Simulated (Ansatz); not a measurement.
With r²SCAN (plane waves, PAW; program Ansatz), YTaN3 in the trigonal phase (R3c; Y on 6a, Ta on 6a, N on 18b) relaxes to a = 5.619 Å, c = 14.035 Å. Ta has 6 nearest neighbours from 2.00 Å (octahedral). Against the elements it lies at -1.23 eV/atom, with no fitted shifts.

Electronic character: metallic (no gap). Gap from r²SCAN with spin–orbit coupling: none (metallic).

The bulk modulus is 171 GPa. Bader charges are Y +2.10, Ta +2.64, N -1.58 e.

The start of the workflow was typed in or built on a structure type; neither database checked (COD, Materials Project) lists it. Whether it is the stable phase at ambient conditions was not checked. The r²SCAN relaxation kept the symmetry of its start; whether a distortion lowers the energy is not shown. No spin polarisation was allowed. The references are the lowest solids computed at this level, not always the standard phases (solids in place of the gases). Scalar-relativistic: spin–orbit coupling is off unless named, which matters more the heavier the elements.

Potentials: the earlier of the program's two PAW sets.
